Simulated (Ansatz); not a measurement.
# Band structure of BiPt

```xyz
4
Lattice="4.3150 0.0000 0.0000 -2.1575 3.7369 0.0000 0.0000 0.0000 5.4900" Properties=species:S:1:pos:R:3 pbc="T T T"
Bi    0.0000    2.4913    1.3725
Bi    2.1575    1.2456    4.1175
Pt    0.0000    0.0000    0.0000
Pt    0.0000    0.0000    2.7450
```

Atoms are numbered in the order listed.

The cell is COD entry 9008911, as deposited and not checked against the literature; nothing was relaxed.

Spin–orbit coupling is left out, though it moves levels of the heavy atoms by tenths of an eV or more.

All numbers below come from DFT, LDA, all-electron LAPW, scalar-relativistic (Ansatz 0.2.0).

Numerical set-up: a Γ-centred 9×9×6 k mesh, Fermi–Dirac smearing of 0.05 eV, basis error target 0.5 meV/atom, no spin polarisation.

Points in fractions of the reciprocal vectors of this cell: Γ (0, 0, 0), M (0.5, 0, 0), K (0.333, 0.333, 0), A (0, 0, 0.5), L (0.5, 0, 0.5), H (0.333, 0.333, 0.5). The path runs Γ–M–K–Γ–A–L–H–A–L. Energies are in eV from the Fermi level; (×n) counts levels within 4 meV of each other, which need not be degenerate by symmetry.

Question: Is there a gap?

Answer: none: bands cross the Fermi level, a metal.

Question: List the levels between -8 and 6 eV at the symmetry points.

Answer: 
Γ: -6.27, -5.49, -5.39 (×2), -3.94 (×2), -2.96 (×2), -1.69 (×2), 0.28 (×2), 1.08, 1.90, 2.31, 2.87, 3.55 (×2), 5.76 (×2)
M: -7.10, -5.24, -5.01, -4.41, -3.33, -3.20, -2.78, -2.67, -2.63, -2.62, -2.33, -1.81, -1.66, -1.37, 2.23, 4.26, 4.31, 4.59, 5.31, 5.74
K: -7.28, -5.41 (×2), -4.44, -3.85 (×2), -2.93 (×2), -2.34, -1.74 (×2), -1.60, -0.17 (×2), 0.39 (×2), 3.31, 5.95
A: -4.38 (×4), -4.05 (×2), -3.13 (×4), -1.69 (×2), 2.49 (×4), 4.85 (×2), 5.77 (×2)
L: -6.16 (×2), -4.37 (×2), -3.92 (×2), -3.02 (×2), -2.86 (×2), -2.72 (×2), 0.68 (×2), 1.28 (×2), 4.49 (×2)
H: -5.36 (×2), -5.30 (×2), -3.96 (×2), -3.28 (×2), -3.03 (×2), -2.09 (×2), -1.51 (×2), 4.62 (×2), 5.73 (×2)
